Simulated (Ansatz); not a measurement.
SrP:
```xyz
12
Lattice="8.0768 0.0000 0.0000 -4.0384 6.9947 0.0000 0.0000 0.0000 6.0511" Properties=species:S:1:pos:R:3 pbc="T T T"
Sr    -2.5854     4.4781     3.0256
Sr     5.1708     0.0000     3.0256
Sr     1.4530     2.5166     3.0256
Sr    -1.2323     2.1344     0.0000
Sr     2.4646     0.0000     0.0000
Sr     2.8061     4.8603     0.0000
P      4.0384     2.3316     1.1570
P      4.0384     2.3316     4.8942
P      0.0000     4.6631     1.1570
P      0.0000     4.6631     4.8942
P      0.0000     0.0000     4.1523
P      0.0000     0.0000     1.8989
```

Relaxed with r²SCAN. Special points in fractions of this cell's reciprocal vectors: Γ (0.000, 0.000, 0.000); M (0.500, 0.000, 0.000); K (0.333, 0.333, 0.000); A (0.000, 0.000, 0.500); L (0.500, 0.000, 0.500); H (0.333, 0.333, 0.500).

Question: List the band energies nearest the valence-band maximum at these points for r²SCAN (plane waves, PAW; program Ansatz).

Answer: In eV from the valence-band maximum; about four levels below and three above (degenerate sets whole), none deeper than 8.9 eV; points with the same levels are listed once.

```
k                          below           above
-  -----------------------------  --------------
Γ          -0.84 -0.84 0.00 0.00  1.58 1.76 1.76
M        -0.65 -0.64 -0.50 -0.45  1.10 1.32 1.52
K        -0.68 -0.64 -0.54 -0.54  1.15 1.36 1.36
A        -0.96 -0.96 -0.65 -0.65  0.75 1.21 1.54
L        -0.91 -0.90 -0.87 -0.65  1.10 1.22 1.22
H  -0.98 -0.98 -0.88 -0.88 -0.61  1.16 1.16 1.23
```

Space group P-62m. The workflow started from a Materials Project entry (that database holds measured and hypothetical structures alike); the Crystallography Open Database files this formula in space group No. 189, but the cells were not matched. Its standing as an ambient phase is unchecked. Symmetry was held in the r²SCAN relaxation; whether a distortion lowers the energy is not shown. Spin–orbit coupling is left out wherever it is not named.

Potentials: the later of the program's two PAW sets.
